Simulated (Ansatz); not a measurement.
All numbers below come from DFT PBE, scalar-relativistic, plane waves, PAW in Ansatz 0.2.0. All cells share a 420 eV cutoff and Γ-centred k meshes spaced at most about 0.3 Å⁻¹ (about 0.25 or finer for metals, 2π included). No spin polarisation in the final relaxations.

All energies are static (0 K, no zero-point motion).

Two forms of In3Se were relaxed alike.

A.

```xyz
4
Lattice="4.7904 0.0000 0.0000 0.0000 4.7904 0.0000 0.0000 0.0000 4.7904" Properties=species:S:1:pos:R:3 pbc="T T T"
In    0.0000    2.3952    2.3952
In    2.3952    0.0000    2.3952
In    2.3952    2.3952    0.0000
Se    0.0000    0.0000    0.0000
```

B.

```xyz
4
Lattice="4.2688 0.0000 0.0000 -2.1344 3.6969 0.0000 0.0000 0.0000 8.9291" Properties=species:S:1:pos:R:3 pbc="T T T"
In    0.0000    0.0000    2.5244
In    0.0000    0.0000    6.4047
In    2.1344    1.2323    4.4645
Se    0.0000    0.0000    0.0000
```

Task: Which form is favoured at zero pressure, and by what margin per atom?

Result: A is lower, by 272 meV/atom. A has In and Se ordered on fcc sites, space group Pm-3m (No. 221), 27.5 Å³/atom and no gap on its mesh; B has space group P-6m2 (No. 187), 35.2 Å³/atom and no gap. Counting In atoms around Se (those within 1.25 times the shortest such distance or 1.15 times the sum of covalent radii, 1.27 where that leaves under three; the shortest distance is added where it exceeds 1.18 times the sum of covalent radii), A has Se 12 from 3.4 Å and B has Se 2. The denser one is the lower, and pressure would at first widen the difference. In A, around In lie 4 Se at 3.39 Å and 8 In at 3.39 Å; Se is surrounded by 12 In at 3.39 Å. In B, around In on a site of symmetry 3m lie 1 Se at 2.52 Å and 3 In at 3.14 Å; around In on a site of symmetry -6m2 lie 6 In at 3.14 Å; Se is surrounded by 2 In at 2.52 Å. Origin: A is a Materials Project cell, relaxed; B was invented. A third cell relaxed alike, in P-3m1, lies 48 meV/atom below the lower of the two.

In Pm-3m, P-6m2 an odd number of electrons in the primitive cell allows no gap without spin; a larger cell or a magnetic state could open one. A magnetic state wasn't ruled out in cells without spin, among them P-6m2. Cells relaxed within their symmetry can be saddle points.
